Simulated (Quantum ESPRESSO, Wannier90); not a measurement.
**In2Te3 (R-3m): Wannier90 run**

Structure: Materials Project mp-1068510, symmetrised, not relaxed again. Not found in the COD (Crystallography Open Database) copy used, which has the formula in other groups; not checked further. Computed values, not measurements, from PBEsol: Quantum ESPRESSO (norm-conserving PseudoDojo potentials, cutoff 66 Ry, no spin polarisation, no spin-orbit coupling) on a Γ-centred 6×6×6 mesh, then Wannier90. Density: 8×8×8 mesh, cold smearing 0.01 Ry. Spin-orbit coupling is left out although heavy elements are present.

On the energy scale of pw.x, whose zero is arbitrary, the Fermi level lies at 8.29 eV.

Input w.win:

```
num_bands = 10
num_wann = 10
exclude_bands = 1-15,26-56
num_iter = 1000
conv_tol = 1.0e-6
conv_window = 4
write_hr = true
write_u_matrices = true
auto_projections = true
begin unit_cell_cart
ang
   -2.1740998569    3.7656514130    0.0000000000
   -4.3481997139    0.0000000000    0.0000000000
   -2.1740998569    1.2552171377    9.7890230000
end unit_cell_cart
begin atoms_frac
In   0.4007100000  0.4007100000 -0.2021300000
In  -0.4007100000 -0.4007100000  0.2021300000
Te  -0.2144870000 -0.2144870000 -0.3565390000
Te   0.2144870000  0.2144870000  0.3565390000
Te   0.0000000000  0.0000000000  0.0000000000
end atoms_frac
mp_grid = 6 6 6
begin kpoints
0.0000000000 0.0000000000 0.0000000000
0.0000000000 0.0000000000 0.1666666667
0.0000000000 0.0000000000 0.3333333333
... (213 more lines: the 6x6x6 mesh through Gamma)
end kpoints
```

Input of pw2wannier90.x that gives the overlap and projection files (equivalent; here they were cut from one run over all bands):

```
&inputpp
  outdir = './out'
  prefix = 'pwscf'
  seedname = 'w'
  write_amn = .true.
  write_mmn = .true.
  atom_proj = .true.
  atom_proj_exclude = 6 7 8 9 15 16 17 18 19 20 21 22 23 24 25 26 27 28 29 30 31 32 33 34 35 36 37 38 39 40 41 42 43 44 45
/
```

Output w.wout (banner and timings cut):

```
                                    ------
                                    SYSTEM
                                    ------

                              Lattice Vectors (Ang)
                    a_1    -2.174100   3.765651   0.000000
                    a_2    -4.348200   0.000000   0.000000
                    a_3    -2.174100   1.255217   9.789023

                   Unit Cell Volume:     160.28355  (Ang^3)

                        Reciprocal-Space Vectors (Ang^-1)
                    b_1     0.000000   1.668552  -0.213953
                    b_2    -1.445008  -0.834276  -0.213953
                    b_3     0.000000   0.000000   0.641860

 *----------------------------------------------------------------------------*
 |   Site       Fractional Coordinate          Cartesian Coordinate (Ang)     |
 +----------------------------------------------------------------------------+
 | in   1   0.40071   0.40071  -0.20213   |   -2.17410   1.25522  -1.97866    |
 | in   2  -0.40071  -0.40071   0.20213   |    2.17410  -1.25522   1.97866    |
 | te   1  -0.21449  -0.21449  -0.35654   |    2.17410  -1.25522  -3.49017    |
 | te   2   0.21449   0.21449   0.35654   |   -2.17410   1.25522   3.49017    |
 | te   3   0.00000   0.00000   0.00000   |   -0.00000   0.00000   0.00000    |
 *----------------------------------------------------------------------------*
                                ------------
                                K-POINT GRID
                                ------------

             Grid size =  6 x  6 x  6      Total points =  216

 *---------------------------------- MAIN ------------------------------------*
 |  Number of Wannier Functions               :                10             |
 |  Number of Objective Wannier Functions     :                10             |
 |  Number of input Bloch states              :                10             |
 |  Output verbosity (1=low, 5=high)          :                 1             |
 |  Timing Level (1=low, 5=high)              :                 1             |
 |  Optimisation (0=memory, 3=speed)          :                 3             |
 |  Length Unit                               :               Ang             |
 |  Post-processing setup (write *.nnkp)      :                 F             |
 |  Using Gamma-only branch of algorithms     :                 F             |
 *----------------------------------------------------------------------------*
 *------------------------------- WANNIERISE ---------------------------------*
 |  Total number of iterations                :              1000             |
 |  Number of CG steps before reset           :                 5             |
 |  Trial step length for line search         :             2.000             |
 |  Convergence tolerence                     :         0.100E-05             |
 |  Convergence window                        :                 4             |
 |  Iterations between writing output         :                 1             |
 |  Iterations between backing up to disk     :               100             |
 |  Write r^2_nm to file                      :                 F             |
 |  Write xyz WF centres to file              :                 F             |
 |  Write on-site energies <0n|H|0n> to file  :                 F             |
 |  Use guiding centre to control phases      :                 F             |
 |  Use phases for initial projections        :                 F             |
 *----------------------------------------------------------------------------*
 *-------------------------------- PLOTTING ----------------------------------*
 |  Plotting Hamiltonian in WF basis          :                 T             |
 *----------------------------------------------------------------------------*

 *---------------------------------- K-MESH ----------------------------------*
 +----------------------------------------------------------------------------+
 |                    Distance to Nearest-Neighbour Shells                    |
 |                    ------------------------------------                    |
 |          Shell             Distance (Ang^-1)          Multiplicity         |
 |          -----             -----------------          ------------         |
 |             1                   0.106977                      2            |
 |             2                   0.213953                      2            |
 |             3                   0.280369                      6            |
 |             4                   0.287091                      6            |
 |             5                   0.312538                      6            |
 |             6                   0.320930                      2            |
 |             7                   0.330339                      6            |
 |             8                   0.373686                      6            |
       ... (lines left out)
 +----------------------------------------------------------------------------+
 | The b-vectors are chosen automatically                                     |
 | The following shells are used:                       1,  3                 |
 +----------------------------------------------------------------------------+
 |                        Shell   # Nearest-Neighbours                        |
 |                        -----   --------------------                        |
 |                          1               2                                 |
 |                          2               6                                 |
 +----------------------------------------------------------------------------+
 | Completeness relation is fully satisfied [Eq. (B1), PRB 56, 12847 (1997)]  |
 +----------------------------------------------------------------------------+
 |                  b_k Vectors (Ang^-1) and Weights (Ang^2)                  |
 |                  ----------------------------------------                  |
 |            No.         b_k(x)      b_k(y)      b_k(z)        w_b           |
 |            ---        --------------------------------     --------        |
 |             1         0.000000    0.000000    0.106977    42.254200        |
 |             2         0.000000    0.000000   -0.106977    42.254200        |
 |             3        -0.240835   -0.139046   -0.035659     4.310243        |
 |             4         0.000000    0.278092   -0.035659     4.310243        |
 |             5        -0.240835    0.139046    0.035659     4.310243        |
 |             6         0.240835    0.139046    0.035659     4.310243        |
 |             7         0.000000   -0.278092    0.035659     4.310243        |
 |             8         0.240835   -0.139046   -0.035659     4.310243        |
 +----------------------------------------------------------------------------+
 |                           b_k Directions (Ang^-1)                          |
 |                           -----------------------                          |
 |            No.           x           y           z                         |
 |            ---        --------------------------------                     |
 |             1         0.000000    0.000000    0.106977                     |
 |             2        -0.240835   -0.139046   -0.035659                     |
 |             3         0.000000    0.278092   -0.035659                     |
 |             4        -0.240835    0.139046    0.035659                     |
 +----------------------------------------------------------------------------+

 Starting a new Wannier90 calculation ...

 Reading overlaps from w.mmn

 Reading projections from w.amn

 *------------------------------- WANNIERISE ---------------------------------*
 +--------------------------------------------------------------------+<-- CONV
 | Iter  Delta Spread     RMS Gradient      Spread (Ang^2)            |<-- CONV
 +--------------------------------------------------------------------+<-- CONV

 ------------------------------------------------------------------------------
 Initial State
  WF centre and spread    1  ( -2.174100,  1.255217, -1.977823 )     0.49804879
  WF centre and spread    2  ( -2.174100,  1.259068, -1.986196 )     0.55567388
  WF centre and spread    3  ( -2.174100,  1.251354, -1.986196 )     0.55567390
  WF centre and spread    4  ( -2.174100,  1.248054, -1.983128 )     0.53285912
  WF centre and spread    5  ( -2.174100,  1.262380, -1.983128 )     0.53285911
  WF centre and spread    6  (  2.174100, -1.255217,  1.977823 )     0.49804879
  WF centre and spread    7  (  2.174100, -1.259068,  1.986196 )     0.55567388
  WF centre and spread    8  (  2.174100, -1.251354,  1.986196 )     0.55567390
  WF centre and spread    9  (  2.174100, -1.248054,  1.983128 )     0.53285912
  WF centre and spread   10  (  2.174100, -1.262380,  1.983128 )     0.53285911
  Sum of centres and spreads (  0.000000,  0.000000,  0.000000 )     5.35022959

      0     0.535E+01     0.0000000000        5.3502295529  <-- CONV
        O_D=      0.0001049 O_OD=      0.0049077 O_TOT=      5.3502296 <-- SPRD
 ------------------------------------------------------------------------------
      1    -0.915E-05     0.0020182697        5.3502204073  <-- CONV
        O_D=      0.0001043 O_OD=      0.0048992 O_TOT=      5.3502204 <-- SPRD
      2    -0.162E-05     0.0010716682        5.3502187874  <-- CONV
        O_D=      0.0001042 O_OD=      0.0048977 O_TOT=      5.3502188 <-- SPRD
      3    -0.910E-07     0.0005395747        5.3502186964  <-- CONV
        O_D=      0.0001041 O_OD=      0.0048976 O_TOT=      5.3502187 <-- SPRD
      4    -0.463E-07     0.0003948955        5.3502186501  <-- CONV
        O_D=      0.0001041 O_OD=      0.0048976 O_TOT=      5.3502187 <-- SPRD
      5    -0.936E-08     0.0001558362        5.3502186407  <-- CONV
        O_D=      0.0001041 O_OD=      0.0048975 O_TOT=      5.3502186 <-- SPRD
      6    -0.666E-08     0.0001387253        5.3502186340  <-- CONV
        O_D=      0.0001041 O_OD=      0.0048975 O_TOT=      5.3502186 <-- SPRD
             <<<     Delta < 1.000E-06  over  4 iterations     >>>
             <<< Wannierisation convergence criteria satisfied >>>
 Final State
  WF centre and spread    1  ( -2.174100,  1.255217, -1.977823 )     0.49805027
  WF centre and spread    2  ( -2.174100,  1.259068, -1.986198 )     0.55566803
  WF centre and spread    3  ( -2.174100,  1.251355, -1.986198 )     0.55566807
  WF centre and spread    4  ( -2.174100,  1.248053, -1.983126 )     0.53286148
  WF centre and spread    5  ( -2.174100,  1.262380, -1.983126 )     0.53286149
  WF centre and spread    6  (  2.174100, -1.255217,  1.977823 )     0.49805027
  WF centre and spread    7  (  2.174100, -1.259068,  1.986198 )     0.55566803
  WF centre and spread    8  (  2.174100, -1.251355,  1.986198 )     0.55566807
  WF centre and spread    9  (  2.174100, -1.248053,  1.983126 )     0.53286148
  WF centre and spread   10  (  2.174100, -1.262380,  1.983126 )     0.53286149
  Sum of centres and spreads (  0.000000,  0.000000,  0.000000 )     5.35021867

         Spreads (Ang^2)       Omega I      =     5.345216958
        ================       Omega D      =     0.000104137
                               Omega OD     =     0.004897539
    Final Spread (Ang^2)       Omega Total  =     5.350218634
```
